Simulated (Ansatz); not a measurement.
The relaxed structure here is a generated cell of Nb: the first start was made by placing the elements on the sites of a structure type, and the end was not matched to a known phase here, so it may be hypothetical. Known forms of Nb include space group No. 229.

A relaxed cell of Nb (P6₃/mmc (No. 194)), relaxed on a k-mesh at least as fine as the one used below. Method: PBEsol (plane waves to 420 eV, PAW, scalar-relativistic; Ansatz, a quantum-chemistry and plane-wave program). Γ-centred k-mesh 13×7×3 on the run's cell (coarser than for final values), Fermi–Dirac smearing 0.05 eV.

```
CELL_PARAMETERS angstrom
      2.82579     0.00000     0.00000
     -2.82579     4.89441     0.00000
      0.00000     0.00000    10.42299
ATOMIC_POSITIONS crystal
  Nb 0.00000 0.00000 0.00000
  Nb 0.00000 0.50000 0.00000
  Nb 0.00000 0.00000 0.50000
  Nb 0.00000 0.50000 0.50000
  Nb 0.33333 0.33333 0.25000
  Nb 0.33333 0.83333 0.25000
  Nb 0.66667 0.16667 0.75000
  Nb 0.66667 0.66667 0.75000
```

The atoms are displaced by (Å):

```
atom      ux      uy      uz
----  ------  ------  ------
Nb1    0.131   0.039   0.013
Nb2    0.023   0.105   0.173
Nb3   -0.041   0.049   0.072
Nb4   -0.211   0.015  -0.026
Nb5    0.000   0.057  -0.009
Nb6   -0.042   0.012  -0.068
Nb7    0.015   0.023  -0.131
Nb8    0.108  -0.125  -0.046
```

Task: What forces (eV/Å) and pressure result?

Result: 
```csv
atom,Fx,Fy,Fz
Nb1,-0.06,0.74,-0.95
Nb2,0.29,-0.68,-1.97
Nb3,-0.36,-0.43,-1.27
Nb4,0.14,0.44,-0.44
Nb5,-0.20,-0.66,0.85
Nb6,-0.01,0.60,1.34
Nb7,0.27,-0.92,1.53
Nb8,-0.07,0.91,0.91
```

Pressure +2.2 GPa.

Task: Estimate the energy cost of the displacement in the harmonic approximation and compare with the calculation.

Result: For a harmonic well ΔE = −½ Σ F·u = 0.508 eV a cell, or 64 meV/atom. The calculated energy relative to the undisplaced cell is +0.07 eV/atom, so the harmonic estimate holds well.

The undisplaced cell is probably no minimum: from this displacement the run went on to Im-3m (No. 229), 0.30 eV/atom below it.

No spin polarisation in the result.
